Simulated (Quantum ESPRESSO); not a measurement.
```
CELL_PARAMETERS angstrom
      4.76295     0.00000     0.00000
      2.33315     5.52469     0.00000
      2.32735    -0.03470     5.55528
ATOMIC_POSITIONS crystal
  O  0.70404 0.24746 0.91603
  O  0.87565 0.74899 0.07291
  O  0.04556 0.07909 0.24448
  O  0.37254 0.91971 0.74840
  V  0.00014 0.99899 0.99427
  Ag 0.86695 0.59631 0.73940
  Ag 0.39340 0.74082 0.40997
  Ag 0.53870 0.26123 0.59730
  Hg 0.20302 0.40740 0.27724
```

The geometry is that of Materials Project entry mp-1216423, symmetrised and not relaxed again.

**Question.** What does norm-conserving PBEsol (Quantum ESPRESSO, 84 Ry, no spin-orbit coupling) give for the electronic structure near the Fermi level?

**Answer.** The PBEsol gap is 1.29 eV; at least one edge lies off the plotted path, at a point of the SCF mesh. The smallest direct gap is 1.59 eV. Without spin-orbit coupling, band edges of such heavy elements can be off by tenths of an eV. The 3d shell has no Hubbard U; the runs are without spin polarisation, and magnetic order was not tried.

The structure is a Materials Project entry; no match was found in the copy of COD used, and its stability was not checked.
